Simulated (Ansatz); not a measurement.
Gd (hcp, Mg type)

```xyz
2
Lattice="3.6392 0.0000 0.0000 -1.8196 3.1517 0.0000 0.0000 0.0000 5.9092" Properties=species:S:1:pos:R:3 pbc="T T T"
Gd     0.0000     2.1011     4.4319
Gd     1.8196     1.0506     1.4773
```

The slice is a (1 -1 0 0) plane (indices of the conventional cell) through the point (0.333, 0.667, 0.750) (fractional), spanned by u = [110] and v = [001] in vectors of this cell: u (3.64 Å) and v (5.91 Å, at 90° to u). It covers one period; positions are fractions (u, v).

These are r2SCAN (plane waves to 500 eV, PAW, scalar-relativistic; Ansatz, an electronic-structure program) values and carry that method's errors. k mesh 15×15×8. Inside the PAW spheres the values are not all-electron values, and peaks at nuclei hang on which shells count as valence. Gd was relaxed with its symmetry unable to fall. Relaxed Gd ends ferromagnetic. The magnetic order is the one the run started from; other orders were not tried. The f-shell state is unchecked: a lower one may exist.

Three fields on this plane, each scaled to ten steps between its own extremes (0 low, 9 high; the total valence density on a logarithmic scale, the potential cut 8 eV below its top; x marks points blanked near nuclei; v = 0 in the bottom row):

Map A
```
|xxxxxx015777510xxxxx|
|xxxxxx025787520xxxxx|
|xxxxx00468886400xxxx|
|xxxx0025789875200xxx|
|xxx001478999874100xx|
|00002468999998642000|
|12245678999998765422|
|55667788999998877665|
|77788888888888888877|
|99888887766677888889|
|99998776544456778999|
|99987654321234567899|
|99987542000002457899|
|99986420000000246899|
|99876410000000146789|
|99876310000000136789|
|99876410000000146789|
|99986420000000246899|
|99987542000002457899|
|99987654321234567899|
|99998776544456778999|
|99888887766677888889|
|77788888888888888877|
|55667788999998877665|
|12245678999998765422|
|00002468999998642000|
|xxx001478999874100xx|
|xxxx0025789875200xxx|
|xxxxx00468886400xxxx|
|xxxxxx025787520xxxxx|
|xxxxxx015777510xxxxx|
|xxxxxx014676410xxxxx|
```

Map B
```
|xxxxxx400111004xxxxx|
|xxxxxx300121003xxxxx|
|xxxxx51002320015xxxx|
|xxxx6200145410026xxx|
|xxx520003565300025xx|
|44210002467642000124|
|00000023567653200000|
|00001234455544321000|
|33333333222223333333|
|66654321100011234566|
|88764200000000024678|
|99753100000000013579|
|99752000122210002579|
|99741001234321001479|
|99741001355531001479|
|99741002456542001479|
|99741001355531001479|
|99741001234321001479|
|99752000122210002579|
|99753100000000013579|
|88764200000000024678|
|66654321100011234566|
|33333333222223333333|
|00001234455544321000|
|00000023567653200000|
|44210002467642000124|
|xxx520003565300025xx|
|xxxx6200145410026xxx|
|xxxxx51002320015xxxx|
|xxxxxx300121003xxxxx|
|xxxxxx400111004xxxxx|
|xxxxxx400010004xxxxx|
```

Map C
```
|xxxxxx732222237xxxxx|
|xxxxxx532222235xxxxx|
|xxxxx73211111237xxxx|
|xxxx8421111111248xxx|
|xxx842111111111248xx|
|99743111100011113479|
|66532111000001112356|
|55432210000000122345|
|55543210000000123455|
|65543210000000123455|
|66554311000001134556|
|66654321100011234566|
|77665332222222335667|
|77765433445443345677|
|88765444578754445678|
|88765545689865455678|
|88765444578754445678|
|77765433445443345677|
|77665332222222335667|
|66654321100011234566|
|66554311000001134556|
|65543210000000123455|
|55543210000000123455|
|55432210000000122345|
|66532111000001112356|
|99743111100011113479|
|xxx842111111111248xx|
|xxxx8421111111248xxx|
|xxxxx73211111237xxxx|
|xxxxxx532222235xxxxx|
|xxxxxx732222237xxxxx|
|xxxxxx842222248xxxxx|
```

Q: Assign the maps to these fields: electron localisation function (ELF); spin density, up minus down; electrostatic potential energy of an electron, from the cell's mean.

A: A is the electrostatic potential energy of an electron, from the cell's mean; B is the electron localisation function (ELF); C is the spin density, up minus down.
